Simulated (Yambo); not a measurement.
Absorption of K$_{2}$TiF$_{6}$ (space group P-3m1, No. 164) with and without the electron-hole interaction (Yambo, PBEsol bands; 3×3×4 mesh, 18 valence and 11 conduction bands, static screening with 82 bands and a 3 Ry block, scissor 4.53 eV, Tamm-Dancoff; field along x). Axes are Cartesian, with cell vectors (Å) (5.69, 0.00, 0.00), (-2.84, 4.92, 0.00), (0.00, 0.00, 4.59).

| E (eV) | Im ε, BSE | Im ε, independent quasiparticles |
|---|---|---|
| 5.00 | 0.02 | 0.01 |
| 5.10 | 0.02 | 0.01 |
| 5.20 | 0.03 | 0.01 |
| 5.30 | 0.03 | 0.01 |
| 5.40 | 0.03 | 0.01 |
| 5.50 | 0.03 | 0.01 |
| 5.60 | 0.04 | 0.01 |
| 5.70 | 0.04 | 0.02 |
| 5.80 | 0.04 | 0.02 |
| 5.90 | 0.05 | 0.02 |
| 6.00 | 0.06 | 0.02 |
| 6.10 | 0.07 | 0.02 |
| 6.20 | 0.09 | 0.02 |
| 6.30 | 0.12 | 0.02 |
| 6.40 | 0.17 | 0.02 |
| 6.50 | 0.26 | 0.02 |
| 6.60 | 0.38 | 0.02 |
| 6.70 | 0.37 | 0.02 |
| 6.80 | 0.31 | 0.02 |
| 6.90 | 0.35 | 0.03 |
| 7.00 | 0.53 | 0.03 |
| 7.10 | 0.87 | 0.03 |
| 7.20 | 0.93 | 0.03 |
| 7.30 | 0.69 | 0.03 |
| 7.40 | 0.49 | 0.03 |
| 7.50 | 0.45 | 0.04 |
| 7.60 | 0.57 | 0.04 |
| 7.70 | 0.89 | 0.04 |
| 7.80 | 0.96 | 0.04 |
| 7.90 | 0.59 | 0.05 |
| 8.00 | 0.35 | 0.05 |
| 8.10 | 0.24 | 0.05 |
| 8.20 | 0.19 | 0.06 |
| 8.30 | 0.17 | 0.06 |
| 8.40 | 0.16 | 0.07 |
| 8.50 | 0.17 | 0.08 |
| 8.60 | 0.19 | 0.09 |
| 8.70 | 0.22 | 0.10 |
| 8.80 | 0.30 | 0.11 |
| 8.90 | 0.36 | 0.13 |
| 9.00 | 0.37 | 0.15 |
| 9.10 | 0.37 | 0.18 |
| 9.20 | 0.34 | 0.22 |
| 9.30 | 0.34 | 0.28 |
| 9.40 | 0.38 | 0.37 |
| 9.50 | 0.49 | 0.52 |
| 9.60 | 0.69 | 0.78 |
| 9.70 | 1.03 | 1.20 |
| 9.80 | 1.25 | 1.86 |
| 9.90 | 0.97 | 2.71 |
| 10.00 | 0.82 | 3.09 |
| 10.10 | 0.87 | 2.79 |
| 10.20 | 0.89 | 2.66 |
| 10.30 | 0.88 | 2.86 |
| 10.40 | 1.01 | 3.23 |
| 10.50 | 1.33 | 3.36 |
| 10.60 | 1.82 | 2.82 |
| 10.70 | 2.57 | 2.00 |
| 10.80 | 3.76 | 1.41 |
| 10.90 | 6.37 | 1.19 |
| 11.00 | 8.51 | 1.24 |
| 11.10 | 7.12 | 1.37 |
| 11.20 | 5.15 | 1.33 |
| 11.30 | 4.06 | 1.06 |
| 11.40 | 2.99 | 0.80 |
| 11.50 | 2.40 | 0.61 |
| 11.60 | 2.38 | 0.49 |
| 11.70 | 2.33 | 0.43 |
| 11.80 | 2.24 | 0.40 |
| 11.90 | 1.70 | 0.41 |

The scissor comes from a G0W0 run whose convergence isn't established. Broadening 0.15 eV. The band window holds all transitions up to 16.6 eV. Fine structure above the onset can come from the mesh.

Geometry of the Materials Project entry, not relaxed at this level; primitive cell a = b = 5.685 Å, c = 4.590 Å, α = β = 90.00°, γ = 120.00°.
